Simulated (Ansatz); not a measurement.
NaIn:
```yaml
crystal:
  lattice:
    - [0.00000, 3.65597, 3.65597]
    - [3.65597, 0.00000, 3.65597]
    - [3.65597, 3.65597, 0.00000]
  atoms:
    - { symbol: In, position: [0.50000, 0.50000, 0.50000] }
    - { symbol: In, position: [0.75000, 0.75000, 0.75000] }
    - { symbol: Na, position: [0.00000, 0.00000, 0.00000] }
    - { symbol: Na, position: [0.25000, 0.25000, 0.25000] }
```

Relaxed with PBEsol.

**Question.** Map the electron localisation function on the plane through (0.500, 0.500, 0.500) spanned by u = [1, 0, 0] and v = [-1, 1, 1] in lattice vectors, from plane-wave PAW PBEsol (Ansatz code).

**Answer.** x is the fraction of u, y of v (the angle between them is 90°; rows are the nearest grid lines); atoms in the plane: In at (0.00, 0.00), In at (0.50, 0.25), Na at (0.00, 0.50), Na at (0.50, 0.75).
```
|000244456666555666654442000|
|001344456532111235664443100|
|223444565310000013565444322|
|444445531001343100135544444|
|444556410027999620014655444|
|666654200499757994002456666|
|444432100599535995001234444|
|222222000389878993001222222|
|000000000014676410000000000|
|221000000000111000000000122|
|999610001111000111100016999|
|358950012445555544210059853|
|358950013556666655310059853|
|999610135665555566531016999|
|210001455444444444554100022|
|000013554444434444455310000|
|223456544431000134445654322|
|445566544420000024445665544|
|666677644420000024446776666|
|444567754444323444457765444|
|444446765444444444567644444|
|223444567654444456765444322|
|001343467766555667764343100|
|000244456666555666654442000|
```
Scale: ten equal steps from 0.000 (start of '0') to 0.619 (end of '9'), in the order '0123456789'; x runs from 0.000 to 1.00, y from 0.000 (bottom) to 1.00 (top).

The density is the valence pseudo-density with augmentation charge, so density and ELF within about 1 Å of a nucleus are not all-electron values.

Space group Fd-3m. The workflow started from an entry of the Crystallography Open Database (COD). Its standing as an ambient phase is unchecked. The PBEsol relaxation kept the symmetry of its start; its stability against distortions is not shown here.

Potentials: the later of the program's two PAW sets.
